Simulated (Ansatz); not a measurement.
AlGa$_{3}$N$_{4}$ in space group P-43m (No. 215; Al on 1a, Ga on 3c, N on 4e), r²SCAN (plane waves, PAW; program Ansatz). The conduction-band minimum lies at Γ, with 1 equivalent valley. Second derivatives d²E/dk² of the lowest band at one valley (eV·Å²), along Cartesian directions:

| direction | d²E/dk² |
|---|---|
| [100] | 34.71 |
| [010] | 34.71 |
| [001] | 34.71 |
| [110] | 34.70 |
| [101] | 34.70 |
| [011] | 34.70 |

Question: Find the principal effective masses, the density-of-states mass and the conductivity mass.

Answer: Off-diagonal terms follow from H_xy = H[110] − (H_xx + H_yy)/2, and m*/mₑ = 7.620 eV·Å² over each eigenvalue: 0.22, 0.22, 0.22. One valley's DOS mass (m₁m₂m₃)^(1/3) = 0.22, conductivity mass 3/(Σ 1/mᵢ) = 0.22 mₑ.

Question: What effective density of states Nc follows at 300 K for parabolic valleys?

Answer: Nc = 2.509e19 × 1 × (0.22)^(3/2) ≈ 2.6e18 cm⁻³.

Question: With the computed static dielectric constant 9.36 (mean of the diagonal), estimate a hydrogenic donor's binding energy and radius.

Answer: E = 13.606 eV × 0.22/9.36² ≈ 34 meV; a = 0.529 Å × ε/m* ≈ 23 Å. Semilocal masses tend to be too small when the gap is underestimated.

The workflow started from a Materials Project entry (that database holds measured and hypothetical structures alike); the Crystallography Open Database copy checked does not list it. With Al and Ga taken as one species the cell has the higher symmetry F-43m, so it may be an ordered model of a mixed-site phase. Whether it is the stable phase at ambient conditions was not checked. The r²SCAN relaxation kept the symmetry of its start; its stability against distortions is not shown here. Spin–orbit coupling is left out wherever it is not named.

Potentials: the later of the program's two PAW sets.
